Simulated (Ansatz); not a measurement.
# MnSn3: which magnetic state is lowest?

Computed with DFT PBE, scalar-relativistic, plane waves, PAW in Ansatz.

```
Sn Mn
1.0
     0.00000    3.66844    3.66844
     3.66844    0.00000    3.66844
     3.66844    3.66844    0.00000
Sn Mn
3 1
Direct
  0.25000 0.25000 0.25000
  0.75000 0.75000 0.75000
  0.50000 0.50000 0.50000
  0.00000 0.00000 0.00000
```

* plane-wave cutoff: 420 eV
* Γ-centred k-mesh: 10×10×10
* occupation rule: Gaussian smearing, 0.1 eV
* list of starting moments (μB, in atom order): 0 0 0 4
* check for lower electronic states after the SCF: off

All runs keep this geometry, which isn't relaxed for the lowest state (largest force there 0.000 eV/Å, pressure -0.5 GPa; forces reach 0.03 eV/Å in another state) and needn't be a stable compound; relaxing each order would shift the differences by some 20 meV/atom, going by the pressures and a bulk modulus of about 150 GPa. A propagation vector, in units of the reciprocal vectors, doubles the cell, which takes an equally dense mesh. The large starts are 0 0 0 5 μB. The small starts are 0 0 0 0.5 μB. Site moments are spin moments in atom-centred spheres that scale with the neighbour distance. The states are those that the runs reached from these starts; a lower one can exist.

Starts tried: no spin; ferromagnetic; large parallel starting moments; antiferromagnetic, doubled cell, propagation vector (0, 0, 1/2); antiferromagnetic, doubled cell, propagation vector (0, 1/2, 1/2); small parallel starting moments. Which state comes out lowest, and what are the moments?

The lowest state is antiferromagnetic, reached from the start “antiferromagnetic, doubled cell, propagation vector (0, 1/2, 1/2)”, with site moments (μB) Mn +4.12, Mn -4.12.

| start | ends | energy above lowest (meV/atom) | site moments (μB) | gap on mesh (eV) | P (GPa) |
| --- | --- | --- | --- | --- | --- |
| no spin | non-magnetic | 440 | none over 0.05 | metal | -6.4 |
| ferromagnetic | ferromagnetic | 22.2 | Sn -0.07 (×2), Mn +4.13 | metal | 0.0 |
| large parallel starting moments | ferromagnetic | 22.2 | Sn -0.07 (×2), Mn +4.13 | metal | 0.0 |
| antiferromagnetic, doubled cell, propagation vector (0, 0, 1/2) | antiferromagnetic | 7.76 | Mn +4.11, Mn -4.11 | metal | -0.4 |
| antiferromagnetic, doubled cell, propagation vector (0, 1/2, 1/2) | antiferromagnetic | 0.00 | Mn +4.12, Mn -4.12 | metal | -0.5 |
| small parallel starting moments | ferromagnetic | 22.2 | Sn -0.07 (×2), Mn +4.13 | metal | 0.0 |

Cost: 6 runs of about 4.6 core-minutes in all, on Arm Neoverse V1 (shared hosts).